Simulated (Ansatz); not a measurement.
A relaxed cell of Al₃InSb₄ is given with its symmetry left out. The cell was found from a structure generator's guess, not taken from experiment.

All numbers below come from DFT PBE, scalar-relativistic, plane waves, PAW (Ansatz). Cutoff 420 eV, Γ-centred mesh, Gaussian smearing, no spin polarisation.

```yaml
crystal:
  lattice:
    - [4.47206, 0.00000, 0.00000]
    - [0.00000, 8.94066, 0.00000]
    - [0.00000, 0.00000, 6.31724]
  atoms:
    - { symbol: Al, position: [0.00000, 0.00000, 0.99955] }
    - { symbol: Al, position: [0.50000, 0.24332, 0.49997] }
    - { symbol: Al, position: [0.50000, 0.75668, 0.49997] }
    - { symbol: In, position: [0.00000, 0.50000, 0.99996] }
    - { symbol: Sb, position: [0.50000, 0.00000, 0.24304] }
    - { symbol: Sb, position: [0.00000, 0.23877, 0.74119] }
    - { symbol: Sb, position: [0.50000, 0.50000, 0.27514] }
    - { symbol: Sb, position: [0.00000, 0.76123, 0.74119] }
```

The zero of energy is the elements' standard structures at the same level; no fitted shifts are applied.

(1) Find its symmetry and describe it.

(2) What is its formation energy per atom?

(3) Is it a metal?

## Answers

(1) Pmm2 (No. 25), with Al and In ordered on zinc blende sites. Conventional cell: a = 4.472 Å, b = 8.941 Å, c = 6.317 Å. Around Al on a site of symmetry mm2 lie 4 Sb at 2.69–2.71 Å; Al on a site of symmetry m is surrounded by 4 Sb at 2.70–2.71 Å; around In lie 4 Sb at 2.83–2.85 Å; Sb on a site of symmetry mm2 is surrounded by 4 Al at 2.71 Å; 2 more sites not described.

(2) −0.154 eV/atom. A negative formation energy is needed for stability but isn't enough: competing phases decide.

(3) No, the gap on the 6×4×4 mesh is 0.73 eV.

The last run used a 6×4×4 mesh (in the run's order of axes) for its 8-atom cell and Gaussian smearing of 0.02 eV. Spin–orbit coupling, which can matter for Sb, is left out. Kohn–Sham gaps at this level usually fall short of measured ones. The missing spin–orbit coupling can work the other way here. A later test with randomly moved atoms came back to the same energy, though modes that don't fit the test's cell weren't probed.
